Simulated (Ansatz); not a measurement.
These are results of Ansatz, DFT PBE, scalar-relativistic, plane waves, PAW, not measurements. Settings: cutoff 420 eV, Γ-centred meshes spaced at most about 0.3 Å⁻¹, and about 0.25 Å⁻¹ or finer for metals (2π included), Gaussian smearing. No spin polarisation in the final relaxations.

Temperature and zero-point effects are left out.

Two forms of Ge5As were relaxed alike.

A.

```xyz
6
Lattice="5.2979 0.0000 0.0000 -2.6489 4.5881 0.0000 0.0000 0.0000 5.1868" Properties=species:S:1:pos:R:3 pbc="T T T"
Ge    2.6489    1.5294    0.0000
Ge    0.0000    3.0587    0.0000
Ge   -1.3245    2.2941    2.5934
Ge    2.6489    0.0000    2.5934
Ge    1.3245    2.2941    2.5934
As    0.0000    0.0000    0.0000
```

B.

```xyz
6
Lattice="0.0000 3.9245 3.9245 3.9245 0.0000 3.9245 3.9245 3.9245 0.0000" Properties=species:S:1:pos:R:3 pbc="T T T"
Ge    2.9429    2.9429    0.9816
Ge    2.9429    0.9816    2.9429
Ge    5.8868    5.8868    5.8868
Ge    0.9816    0.9816    0.9816
Ge    0.9816    2.9429    2.9429
As    3.9245    3.9245    3.9245
```

Question: Which is lower in energy, and by how much?

Answer: B is lower, by 11 meV/atom. A has space group P6/mmm (No. 191), 21.0 Å³/atom and no gap on its mesh; B has space group F-43m (No. 216), 20.1 Å³/atom and no gap. Counting Ge atoms around As (those within 1.25 times the shortest such distance or 1.15 times the sum of covalent radii; a plus sign parts nearer from farther groups; the shortest distance is added where it is long for a bond), A has As 6+12 from 3.1 Å and B has As 16 from 3.3 Å. The denser one is the lower, and pressure would at first widen the difference. Even the lower one lies +0.47 eV/atom against the reference forms of the elements (uncorrected), so neither is stable at this level. In A, Ge on a site of symmetry -6m2 has 9 Ge at 3.01–3.06 Å and 3 As at 3.06 Å; Ge on a site of symmetry mmm has 4 Ge at 2.65 Å and 4 Ge at 3.01 Å; As is surrounded by 6 Ge at 3.06 Å and 12 Ge at 3.71 Å. In B, Ge on a site of symmetry 3m is surrounded by 6 Ge at 2.77–2.78 Å, 3 As at 3.25 Å and 3 Ge at 3.25 Å; around Ge on a site of symmetry -43m lie 12 Ge at 3.25 Å and 4 As at 3.40 Å; As has 16 Ge at 3.25–3.40 Å. Both come from invented guesses. A third cell relaxed alike, in R-3m, lies 46 meV/atom below the lower of the two.

For metals, differences of a few meV/atom aren't resolved. A magnetic state wasn't ruled out in cells without spin, among them P6/mmm, F-43m. Cells relaxed within their symmetry can be saddle points.
